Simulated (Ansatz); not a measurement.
A distorted cell of Cu (fcc, Cu type):

```xyz
2
Lattice="0.0000 3.6297 3.6297 1.8148 0.0000 1.8148 1.8148 1.8148 0.0000" Properties=species:S:1:pos:R:3 pbc="T T T"
Cu    -0.0428     0.0780    -0.1208
Cu     1.8576     1.7369     3.7505
```

Computed with PBE (plane waves to 420 eV, PAW, scalar-relativistic; Ansatz, a quantum-chemistry and plane-wave program). k mesh 11×22×22 (Γ-centred), Fermi-Dirac smearing 0.05 eV. Compression counts positive. With partly filled bands, energies and forces of such displacements shift with the k mesh and the smearing. Cu is run without spin polarisation. Cu was relaxed with its symmetry unable to fall.

### Question
Predict the force on every atom, in eV/Å.

### Answer
```json
[
 {"atom": "Cu1", "Fx": "0.153", "Fy": "-0.253", "Fz": "0.309"},
 {"atom": "Cu2", "Fx": "-0.153", "Fy": "0.253", "Fz": "-0.309"}
]
```

### Question
What is the stress tensor (GPa)?

### Answer
```
    2.8     -2.1     -1.1
   -2.1      1.5      0.6
   -1.1      0.6     -1.0
```
The pressure, a third of the trace, is 1.1 GPa.

(For displaced atoms, the force is minus the slope of the energy, and its curvature is a force constant, which sets phonon frequencies.)
